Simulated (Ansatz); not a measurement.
Given:

KScS2O8:
```xyz
12
Lattice="4.2427 2.6481 0.0000 -4.2427 2.6481 0.0000 -0.5567 0.0000 7.9039" Properties=species:S:1:pos:R:3 pbc="T T T"
K     -0.2784     0.0000     3.9520
Sc     0.0000     0.0000     0.0000
S     -1.2515     2.6481     1.6811
S      0.6948     2.6481     6.2228
O     -1.8019     2.6481     3.0175
O      1.2452     2.6481     4.8864
O     -0.3963     3.8525     1.4738
O     -0.1605     1.4437     6.4301
O     -0.1605     3.8525     6.4301
O     -0.3963     1.4437     1.4738
O     -2.2897     2.6481     0.6251
O      1.7330     2.6481     7.2788
```

This is the r²SCAN-relaxed structure. x, y and z are the axes in which the lattice vectors are written.

Q: All from plane-wave PAW r²SCAN (Ansatz code), unless another level is named. Predict the formation energy from the elements (no fitted shifts).

A: -2.19 eV/atom.

Q: And the band gap?

A: 4.99 eV (smallest direct gap 4.99 eV).

Q: Next, the HSE06 gap on the r²SCAN cell?

A: 6.49 eV.

Q: And the valence-band maximum?

A: at A (k = 0.000, 0.000, 0.500).

Q: Next, the weight of the conduction-edge state by species (Voronoi cells)?

A: Sc 74 %, O 21 %, S 4 %.

Q: Predict the weight of the valence-edge state by species (Voronoi cells).

A: O 98 %.

Space group C2/m. The first step of the workflow began from a Materials Project structure, measured or hypothetical; the Crystallography Open Database copy checked does not list it. Its standing as an ambient phase is unchecked. The cell was relaxed with r²SCAN under the symmetry of its start; whether a distortion lowers the energy is not shown. The run is not spin-polarised. The references are the lowest solids computed at this level, not always the standard phases (solids in place of the gases).

Potentials: the later of the program's two PAW sets.
